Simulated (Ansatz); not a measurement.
Starting cell, CaO (rock salt):

```
CaO
1.0
    0.00000     2.39740     2.39740
    2.39740     0.00000     2.39740
    2.39740     2.39740     0.00000
O Ca
1 1
Direct
  0.00000   0.00000   0.00000
  0.50000   0.50000   0.50000
```

The atoms are displaced by Q × the pattern below (from a DFPT mode at Γ, largest move 1; Q in Å), at fixed cell. It is one choice among 3 degenerate patterns.

```
atom      x      y       z
----  -----  -----  ------
O1    0.000  0.000   1.000
Ca2   0.000  0.000  -0.399
```

All values below come from r2SCAN (plane waves to 500 eV, PAW, scalar-relativistic; Ansatz, an electronic-structure program). k mesh 12×12×12 (Γ-centred), Fermi-Dirac smearing 0.05 eV. CaO was relaxed with its symmetry unable to fall.

At one point of the scan the forces (eV/Å) are:

```csv
atom,Fx,Fy,Fz
O1,0.000,0.000,0.160
Ca2,0.000,0.000,-0.160
```

Task: Which point is it?
(A) Q = -0.083 Å
(B) Q = -0.033 Å
(C) Q = -0.067 Å
(D) Q = -0.017 Å

Result: B, Q = -0.033 Å

(A displaced cell: forces are minus the slopes of the energy, force constants its curvatures, and phonons follow from these.)
